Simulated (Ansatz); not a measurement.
Molecular dynamics on a 2×2×2 supercell (24 atoms) of Be₂Ge (antifluorite), relaxed with r2SCAN. Forces come from PBE in Ansatz 0.2.0: a Nosé-Hoover thermostat at fixed volume, 1700 K, steps of 1.5 fs. Computed, non-magnetic; the trajectory is short and the cell small, so nothing here is a converged average. The structure comes from a prototype and may be hypothetical.

```yaml
crystal:
  lattice:
    - [0.0, 5.3566080218, 5.3566080218]
    - [5.3566080218, 0.0, 5.3566080218]
    - [5.3566080218, 5.3566080218, 0.0]
  atoms:
    - { symbol: Ge, position: [0.0, 0.0, 0.0] }
    - { symbol: Be, position: [0.125, 0.125, 0.125] }
    - { symbol: Be, position: [0.375, 0.375, 0.375] }
    - { symbol: Ge, position: [0.0, 0.0, 0.5] }
    - { symbol: Be, position: [0.125, 0.125, 0.625] }
    - { symbol: Be, position: [0.375, 0.375, 0.875] }
    - { symbol: Ge, position: [0.0, 0.5, 0.0] }
    - { symbol: Be, position: [0.125, 0.625, 0.125] }
    - { symbol: Be, position: [0.375, 0.875, 0.375] }
    - { symbol: Ge, position: [0.0, 0.5, 0.5] }
    - { symbol: Be, position: [0.125, 0.625, 0.625] }
    - { symbol: Be, position: [0.375, 0.875, 0.875] }
    - { symbol: Ge, position: [0.5, 0.0, 0.0] }
    - { symbol: Be, position: [0.625, 0.125, 0.125] }
    - { symbol: Be, position: [0.875, 0.375, 0.375] }
    - { symbol: Ge, position: [0.5, 0.0, 0.5] }
    - { symbol: Be, position: [0.625, 0.125, 0.625] }
    - { symbol: Be, position: [0.875, 0.375, 0.875] }
    - { symbol: Ge, position: [0.5, 0.5, 0.0] }
    - { symbol: Be, position: [0.625, 0.625, 0.125] }
    - { symbol: Be, position: [0.875, 0.875, 0.375] }
    - { symbol: Ge, position: [0.5, 0.5, 0.5] }
    - { symbol: Be, position: [0.625, 0.625, 0.625] }
    - { symbol: Be, position: [0.875, 0.875, 0.875] }
kpoints:
  mp_grid: { grid: [2, 2, 2] }
hamiltonian:
  xc: pbe
scf:
  occupations: { method: fermi_dirac, width: 0.146 }
md:
  ensemble: nvt_nose_hoover
  temperature: 1700
  timestep: 1.5
  n_steps: 20
  initial_velocities: maxwell_boltzmann
  seed: 8619
```

Command: `ansatz run input.yaml --threads 4 --pin off --max-ram 3686MiB --backend cpu --events-out ev --progress --plain --runs-dir out`.

Question: It ran on 4 threads of Arm Neoverse V1, on a shared host. About how long did it take, and how much host memory at the peak?

Answer: About 75 s, with a peak of 1.2 GiB.

```
step  t (fs)  T (K)  free energy F from step 0 (meV/atom)  kinetic energy (meV/atom)  largest force (eV/Å)
   0       0   1700                                   0.0                      210.6                  0.00
   1     1.5   1683                                   2.1                      208.5                  0.38
   2       3   1634                                   8.3                      202.4                  0.75
   3     4.5   1555                                  18.1                      192.6                  1.13
   4       6   1451                                  31.0                      179.8                  1.51
   5     7.5   1328                                  46.3                      164.5                  1.87
   6       9   1192                                  63.3                      147.6                  2.23
   7    10.5   1050                                  80.9                      130.1                  2.56
   8      12    911                                  98.2                      112.9                  2.85
   9    13.5    783                                 114.2                       97.0                  3.09
  10      15    673                                 128.0                       83.4                  3.27
  11    16.5    587                                 138.9                       72.7                  3.38
  12      18    528                                 146.3                       65.4                  3.42
  13    19.5    497                                 150.2                       61.6                  3.37
  14      21    493                                 150.8                       61.1                  3.27
  15    22.5    513                                 148.4                       63.6                  3.11
  16      24    552                                 143.8                       68.3                  2.91
  17    25.5    604                                 137.5                       74.8                  2.70
  18      27    664                                 130.3                       82.2                  2.48
  19    28.5    728                                 122.6                       90.2                  2.26
  20      30    793                                 114.9                       98.3                  2.04
```

The temperature starts at 1700 K, is lowest at step 14 (493 K, 21 fs) and ends at 793 K. The thermostat hasn't had time to restore it. The atoms start on their lattice sites with kinetic energy alone, so much of it first passes into potential energy. By the last step the atoms have moved 0.28 Å in the root mean square, the drift of the whole cell taken out, 0.75 Å at most.

Positions (Å) and forces (eV/Å) at step 20:
```
Ge  -0.072   0.083   0.054     0.253  -0.242  -0.569
Be   1.203   1.564   1.262     0.564  -1.019   0.148
Be   3.918   3.988   3.902     0.793   0.739   0.736
Ge   2.716   2.563   0.074     1.712   0.207  -1.096
Be   4.076   4.008   1.319    -0.349  -0.135  -0.491
Be   6.616   6.802   4.151     0.699   0.254  -0.376
Ge   2.669   0.145   2.593    -0.387  -0.246   1.476
Be   3.987   1.452   3.990    -0.188  -0.830  -0.202
Be   6.806   3.783   6.739    -1.019   0.102  -0.798
Ge   5.240   2.705   2.672     1.711   0.126  -0.045
Be   6.677   3.861   4.111     0.279   0.551  -0.042
Be   9.345   6.490   6.827    -0.325   0.452  -0.257
Ge  -0.067   2.542   2.632    -0.077   1.256   0.473
Be   1.316   4.119   4.298     0.119  -0.653  -0.602
Be   4.339   6.441   6.870    -0.686   0.777   0.159
Ge   2.572   5.153   2.573    -0.921   0.900   0.788
Be   4.036   6.433   3.751    -0.200   0.232   0.772
Be   6.729   9.555   6.790    -0.174  -0.587  -0.251
Ge   2.864   2.742   5.396    -1.264  -0.310   0.529
Be   3.902   4.361   6.450     0.277  -0.358   0.752
Be   6.746   6.696   9.514    -0.028   0.060  -0.567
Ge   5.401   5.455   5.344     1.213  -1.141  -0.860
Be   7.157   7.187   7.108    -0.620  -0.517   0.060
Be   9.691   9.290   9.339    -1.382   0.380   0.260
```
